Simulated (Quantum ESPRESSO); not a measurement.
# Where does Mg sit best among Ga sites?

Calculated results; nothing here was measured. They come from pw.x of Quantum ESPRESSO 7.5, a plane-wave density functional program, with PseudoDojo standard norm-conserving files (v0.5 for PBE, v0.4.1 for LDA and PBEsol). The cells are made up: elements, strain and atom displacements were drawn at random, and nothing was relaxed. There is no spin polarisation, spin-orbit coupling or dispersion term.

The cell has 8 sites of a zincblende or diamond lattice. Sites 1 to 4 hold X X X X; sites 5 to 8 hold As As P As. Cell vectors in Å: (5.607, 0.045, 0.026); (0.045, 5.493, -0.049); (0.026, -0.049, 5.535). Settings: PBE, cutoff 1143 eV, 6 x 6 x 6 k mesh shifted by half a step, Fermi-Dirac smearing of 0.1 eV.

In each run one of the sites marked X holds Mg and the others hold Ga; cell and positions stay the same. E is the free energy of the cell.

```
site of the guest,first shell,mean distance (Å),E above the lowest (eV),P (GPa),force on the guest (eV/Å)
1,As3P,2.462,0.000,11.11,2.721
2,As3P,2.435,0.214,11.18,1.742
3,As3P,2.316,0.510,11.20,0.901
4,As3P,2.418,0.190,11.06,4.861
```

A rerun of one of these cells at 1437 eV and k mesh 8 x 8 x 8 moved values by no more than 0.004 eV in the cell's energy, 0.03 GPa in stress and 0.005 eV/Å in force.

## Reading the table

Site 1 is lowest, by 0.190 eV, over three times the rerun's bound. A straight line of energy against the mean distance has a slope of -3.2 ± 0.6 eV/Å, so the guest costs less on the roomier sites. The positions are random and not relaxed, so the differences hold for this frozen cell and are not site preferences of a real crystal.